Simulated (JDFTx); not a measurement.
System: Os(1 0 -1 0) (P6_3/mmc bulk; lattice of mp-49, not re-optimised at this level), 1x1 cell of 6 atoms in 6 planes, area 11.88 Å² a face, 5.5 Å between the outermost planes in a cell 21.5 Å high; k mesh 8×6×1, Fermi width 0.01 Ha, no spin polarisation.

Computed with a modified build of JDFTx: PBE, GBRV ultrasoft potentials, plane waves to 20/100 Ha. Vacuum. The outer atoms relax from bulk positions, keeping the cell's symmetry; the lattice is not PBE's own optimum in this code, and that strain can shift the moves by a few hundredths of an ångström. Input:

```
lattice \
  5.1894333192 0.0000000000 0.0000000000 \
  0.0000000000 8.1755410302 0.0000000000 \
  0.0000000000 0.0000000000 40.6291116795
coords-type Lattice
ion Os 0.7500000000 0.7500000000 -0.1290506010 1
ion Os 0.2500000000 0.2500000000 -0.0921790010 1
ion Os 0.2500000000 0.7500000000 -0.0184358000 0
ion Os 0.7500000000 0.2500000000 0.0184358000 0
ion Os 0.7500000000 0.7500000000 0.0921790010 1
ion Os 0.2500000000 0.2500000000 0.1290506010 1
ion-species pseudo/os_pbe_v1.2.upf
elec-cutoff 20 100
elec-ex-corr gga-PBE
coulomb-interaction Slab 001
coulomb-truncation-embed 0 0 0
kpoint-folding 8 6 1
elec-smearing Fermi 0.01
lcao-params 10
elec-n-bands 61
electronic-scf nIterations 100 energyDiffThreshold 1e-07
ionic-minimize nIterations 10 energyDiffThreshold 1e-5 knormThreshold 4e-4
dump-name vac.$VAR
dump End State Ecomponents EigStats BandEigs Forces ElecDensity IonicPositions Fillings Kpoints Dtot
```

Q: How far do the free atoms of the upper face move along the normal, and how much energy is released?

A: Os (atom 6) -0.10 Å, Os (atom 5) 0.03 Å (positive: outward). The free energy falls by 0.137 eV per cell, 93 mJ/m².
